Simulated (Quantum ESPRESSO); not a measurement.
Zr6TaAg, a guest atom moved from site to site

Simulated, not a measurement. The program is pw.x of Quantum ESPRESSO 7.5 (plane-wave density functional theory). The cell is made up: eight metal atoms on a face-centred cubic lattice, with elements, volume, strain and displacements drawn at random and not relaxed, so it may be unstable or far from any real phase. PseudoDojo standard norm-conserving files set the functional (PBE unless stated); there is no spin polarisation or spin-orbit coupling, the Fermi-Dirac width of 0.25 eV means electrons at about 2900 K, and the masses in the input are unused placeholders. Heavy elements are run without spin-orbit coupling, which real alloys of them have. A spin test at this wide smearing found no moment, but such smearing suppresses magnetism that the real alloy may have.

The runs move one Ta atom among sites that otherwise hold Zr. Cell, positions, cutoff, mesh and smearing stay as in the input of run 1; sites are counted in its order. Stress in the tables is positive in tension.

Input of run 1:

```
&control calculation='scf', pseudo_dir='./dojo.nc.sr.pbe.v0_5.standard.upf', outdir='./o', disk_io='medium', tprnfor=.true., tstress=.true. /
&system ibrav=0, nat=8, ntyp=3, nbnd=69, ecutwfc=82.02448710, nosym=.true., tot_charge=0,
 occupations='smearing', smearing='fd', degauss=0.0183746611
/
&electrons conv_thr=1.470e-08, electron_maxstep=70, mixing_beta=0.5 /
ATOMIC_SPECIES
Ag 1.0 Ag.upf
Ta 1.0 Ta.upf
Zr 1.0 Zr.upf
CELL_PARAMETERS angstrom
0.0 -2.2622 -2.2622
0.0 4.5243 -4.5243
9.0488 0.0 0.0
ATOMIC_POSITIONS angstrom
Zr -0.0656 0.0734 -0.013
Ta 4.547 0.0148 -0.0652
Ag 0.1325 2.2415 -2.3822
Zr 4.4085 2.322 -2.2571
Zr 2.4336 -0.1543 -2.2589
Zr 6.8038 0.0043 -2.1834
Zr 2.2176 2.2732 -4.5124
Zr 6.7031 2.3564 -4.5274
K_POINTS automatic
7 4 3 1 1 1
```

| run | elements on sites 1 to 8 | free energy less that of run 1 (eV) | -TS (eV) | pressure (GPa) | stress xx (GPa) | stress yy (GPa) | stress zz (GPa) | stress yz (GPa) | stress xz (GPa) | stress xy (GPa) | iterations |
| --- | --- | --- | --- | --- | --- | --- | --- | --- | --- | --- | --- |
| 1 | Zr Ta Ag Zr Zr Zr Zr Zr | 0.000 | -2.203 | -3.16 | 3.73 | 2.98 | 2.77 | 0.55 | 0.22 | 0.23 | 21 |
| 2 | Zr Zr Ag Zr Zr Ta Zr Zr | 0.399 | -2.166 | -2.94 | 3.03 | 2.95 | 2.85 | 0.29 | 0.29 | 0.28 | 20 |
| 3 | Zr Zr Ag Zr Zr Zr Ta Zr | 0.412 | -2.166 | -3.11 | 3.19 | 3.15 | 2.99 | 0.35 | 0.41 | 0.22 | 21 |
| 4 | Zr Zr Ag Zr Zr Zr Zr Ta | 0.420 | -2.155 | -2.99 | 2.97 | 3.09 | 2.92 | 0.26 | -0.25 | 0.88 | 21 |

Forces Fx Fy Fz (eV/Å):

| site | run 1 | run 2 | run 3 | run 4 |
| --- | --- | --- | --- | --- |
| 1 | 0.33 -0.13 0.07 | -0.24 0.21 -0.29 | 0.78 -0.39 0.33 | -0.11 -0.41 0.32 |
| 2 | 0.08 -0.32 0.28 | 0.54 -0.15 0.16 | -0.20 -0.51 0.56 | 0.55 -0.62 0.62 |
| 3 | -0.34 -0.07 0.28 | -0.48 -0.13 0.31 | -0.07 0.02 0.16 | -0.48 -0.04 0.22 |
| 4 | 0.79 0.01 -0.10 | 1.07 -0.16 0.07 | 0.24 0.27 -0.33 | 1.17 0.16 -0.27 |
| 5 | -0.73 0.24 0.05 | -1.33 0.58 -0.24 | -1.49 0.45 -0.13 | -1.33 0.61 -0.25 |
| 6 | -0.46 0.31 -0.50 | -0.14 0.13 -0.29 | 0.00 0.49 -0.74 | 0.07 0.42 -0.66 |
| 7 | 0.23 0.27 -0.23 | -0.12 0.04 -0.03 | 0.11 0.22 -0.18 | -0.18 0.08 -0.06 |
| 8 | 0.09 -0.31 0.14 | 0.70 -0.52 0.31 | 0.62 -0.56 0.34 | 0.31 -0.19 0.08 |

The sites are displaced and not relaxed, so the energy differences mix bonding between neighbours with strain and are not ordering energies. A rerun of one cell of this series at a higher cutoff and on a denser mesh moved values by no more than 0.004 eV in energy, 0.04 GPa in stress and 0.004 eV/Å in force, and a second program with other atomic files agreed on that cell to 2 % rms in force and 0.5 GPa in pressure.